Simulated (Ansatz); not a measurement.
A short materials screen. Relaxing one composition in several structure types shows which are competitive, which pressure would favour, and how volume and gap change with structure.

The yardstick is NbSi, NiAs type. The reference is the lowest phase computed, which need not be the stable form in nature.

Where the numbers come from (Ansatz, a plane-wave PAW program): energy: PBE, total energy at 0 K with the change to a 700 eV cutoff added (comparable within one formula alone); volume per atom: PBE, relaxed cell; gap: PBE; bulk modulus: PBE, equation-of-state fit.

Started from generated or typed cells, with no claim that the phase is known: NbSi, CoSn type, P6/mmm; NbSi, rock salt; NbSi, NbAs type, I4₁md; NbSi, WC type, P-6m2; NbSi, NiAs type. No gap (0.00) means none at this level, which can close a small real gap. Spin–orbit coupling is left out unless named.

Definitions used: ΔE = E − E_ref; ΔV = V − V_ref; temperature scale ΔE/k_B = 11.605 K/meV × ΔE.

| crystal | E (eV/atom) | V (Å³/atom) | gap (eV) | B₀ (GPa) | ΔE (meV/atom) | ΔV (Å³/atom) | ΔE/k_B (K) |
|---|---|---|---|---|---|---|---|
| NbSi, CoSn type, P6/mmm | −2594.139 | 19.32 | 0.00 | 139 | 255.0 | 2.77 | 3000 |
| NbSi, rock salt | −2594.273 | 17.05 | 0.00 | 150 | 121.0 | 0.50 | 1400 |
| NbSi, NbAs type, I4₁md | −2594.279 | 17.23 | 0.00 | 153 | 115.0 | 0.68 | 1300 |
| NbSi, WC type, P-6m2 | −2594.380 | 16.21 | 0.00 | 160 | 23.8 | −0.34 | 280 |
| NbSi, NiAs type, reference | −2594.394 | 16.55 | 0.00 | – | 0.0 | 0.00 | 0 |

Task: In one row the value of «ΔE (meV/atom)» was worked out wrongly and carried along the row. Which row, and what follows once it is corrected?

Result: The row of NbSi, WC type, P-6m2 shows 23.8. From its own inputs, ΔE = 1000 × (−2594.380 − (−2594.394)) = 14.0 meV/atom. Carried on: ΔE/k_B: 11.605 × 14.0 = 160 K. The other rows agree with the rules.

With the correction: In order of ΔE, lowest first: NbSi, NiAs type (0.0 ± 5.0), NbSi, WC type, P-6m2 (14.0 ± 5.0), NbSi, NbAs type, I4₁md (115.0 ± 5.0) ≈ NbSi, rock salt (121.0 ± 5.0), NbSi, CoSn type, P6/mmm (255.0 ± 5.0). The ± follows from allowances picked for this note (energy 0.004 eV/atom, 3 meV/atom on the figure itself), carried to first order and added in quadrature, each row's own inputs moving alone; ≈ joins neighbours closer than their two ± added in quadrature.

Vibrational free energy is left out, and phases that were not computed could lie lower. Rows are a sample of the computed phases of this formula. Limits of the draw: a spread of over 30 meV/atom, none over 0.9 eV/atom above the reference, within 8 meV/atom of the lowest or within 3 meV/atom of a neighbour. As a rule kept out of such tables: 4f compounds, open-shell compounds run without a Hubbard term, cells found unstable in the tests at hand, cells close to a higher symmetry, and runs set to a pressure or over 12 % in volume from the crystal's fullest run. A dash marks a value that is not given here.
